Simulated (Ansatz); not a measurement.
Values for one crystal, relaxed and computed with r²SCAN+D4 in the plane-wave PAW code Ansatz; other levels are named.

| Item | Value |
|---|---|
| Volume per atom | 13.45 Å³ |
| Band gap | 0.80 eV (indirect) |
| Elastic constants (relaxed ions, GPa) | C11 = 180, C22 = 325, C33 = 276, C12 = 59.8, C13 = 136, C23 = 32.8, C44 = 112, C55 = 117, C66 = 73.6 |
| Young's modulus | 218 GPa |
| Valence-band maximum | at Γ |
| Poisson's ratio | 0.23 |
| Hole effective mass | 0.19, 0.49, 0.83 mₑ (principal values) |

**Question.** Which of these materials gives this?
A. BAs, Pnma (B on 4c, As on 4c)
B. PbS, Pnma (Pb on 4c, S on 4c)
C. BN, P6_3/mmc (B on 2b, N on 2d)
D. BP, Pnma (B on 4c, P on 4c)

**Answer.** D, BP, Pnma (B on 4c, P on 4c)

The start of the workflow was typed in or built on a structure type; neither database checked (COD, Materials Project) lists it. It is not the phase usual at ambient conditions (space group No. 216). Symmetry was held in the r²SCAN+D4 relaxation; its stability against distortions is not shown here. The volume moved by 25 % from the start of the relaxation.

Potentials: the earlier of the program's two PAW sets.
